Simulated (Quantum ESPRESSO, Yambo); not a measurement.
Quasiparticle gap of GaN at -3 % isotropic strain

Space group F-43m (No. 216); a = 4.3646 Å, b = 4.3646 Å, c = 4.3646 Å, α = 90.00°, β = 90.00°, γ = 90.00°

```json
[
 {"atom": "N", "site": "4a", "symmetry": "-43m", "x": "0.0000", "y": "0.0000", "z": "0.0000"},
 {"atom": "Ga", "site": "4c", "symmetry": "-43m", "x": "0.2500", "y": "0.2500", "z": "0.2500"}
]
```
(The calculation used a cell of 2 atoms; values per cell refer to that cell.)

The PBEsol cell relaxed from Materials Project entry mp-830 was given an isotropic strain of -3 % on all lattice vectors, and the atoms were relaxed again.

Starting point: PBE (stringent potentials; pw.x of Quantum ESPRESSO, ONCV potentials, no spin-orbit coupling). G0W0 in Yambo: 6×6×6 Γ-centred k mesh, bands 5 to 146 and a 18 Ry block in the screening, 146 bands in G with the Bruneval-Gonze terminator, plasmon pole fitted at 27.2 eV.

The PBE gap along the band path is 2.38 eV and the PBE gap between the mesh's edge points (Γ → Γ) is 2.38 eV. The G0W0 gap between the same points comes out as 3.47 eV.

```csv
k point,band,E PBE (eV),E QP (eV),shift (eV),Z
Γ,VB,0.00,-0.75,-0.75,0.80
Γ,CB,2.38,2.73,0.35,0.82
L,VB,-1.09,-1.95,-0.86,0.80
L,CB,5.35,5.87,0.52,0.83
X,VB,-3.05,-4.10,-1.05,0.79
X,CB,3.41,3.66,0.26,0.84
```

Energies count from the PBE valence-band maximum.

Convergence of the G0W0 settings was not tested.

Spin-orbit splittings are left out.

This is not the ordinary phase of the substance; no match was found in the copy of COD used, and its stability was not checked.
